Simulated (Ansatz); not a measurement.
YSe2 (fluorite structure)

Computed with Ansatz (plane waves, PAW, 420 eV cutoff): PBE, scalar-relativistic, no spin polarisation, 8×8×8 k-mesh, Gaussian smearing of 0.05 eV. The datasets are Ansatz's generated set soft_2.

```cif
data_structure
_symmetry_space_group_name_H-M 'P 1'
_symmetry_Int_Tables_number 1
_cell_length_a 4.8499
_cell_length_b 4.8499
_cell_length_c 4.8499
_cell_angle_alpha 60.000
_cell_angle_beta 60.000
_cell_angle_gamma 60.000
_cell_volume 80.67
loop_
_atom_site_label
_atom_site_type_symbol
_atom_site_fract_x
_atom_site_fract_y
_atom_site_fract_z
_atom_site_occupancy
Y1 Y 0.00000 0.00000 0.00000 1
Se1 Se 0.25000 0.25000 0.25000 1
Se2 Se 0.75000 0.75000 0.75000 1
```

This is a trial structure made by placing the elements on a prototype's sites, so it needn't be the stable form.

The cell above was scaled in volume, its shape and atoms being fixed by the lattice's symmetry. Energies are counted from the cell above.

The cell is relaxed to zero pressure at this level.

| V (Å³/atom) | ΔE (meV/atom) | P (GPa) |
| --- | --- | --- |
| 25.41 | ? | ? |
| 25.81 | 8.7 | 2.7 |
| 26.35 | 2.1 | 1.3 |
| 26.89 | 0.0 | 0.0 |
| 27.43 | 2.0 | -1.2 |
| 27.96 | 7.6 | -2.2 |
| 28.77 | 22.2 | -3.6 |
| 29.58 | 43.2 | -4.7 |

**Question.** Fill in the withheld row.

**Answer.** ΔE (meV/atom): 16.9, P (GPa): 3.8.

**Question.** What do the points give for the equilibrium volume, the bulk modulus and its pressure derivative (third-order Birch–Murnaghan)?

**Answer.** V0 = 26.89 Å³/atom, B0 = 61 GPa, B0′ = 4.1.

B0·V0 = 60.6 GPa × 26.89 Å³ = 10.16 eV/atom sets the scale: near the minimum ΔE ≈ ½ B0 V0 x², with x = V/V0 − 1, and a pressure of 0.6 GPa squeezes the volume by about 1 %. At the ends of the curve: x = −5.5 % predicts 15.4 meV/atom and the run gives 16.9; x = +10.0 % predicts 50.8 meV/atom and the run gives 43.2. Compression costs more and expansion less than the parabola says, since the crystal stiffens as it shrinks; B0′ measures that.

The cell is a metal with an odd number of electrons, and spin polarisation wasn't tried. A displaced or strained copy of the relaxed cell lay 2.8 meV/atom lower, so the structure isn't a true minimum at this level, unless the mesh, which matters in a metal, makes it so.
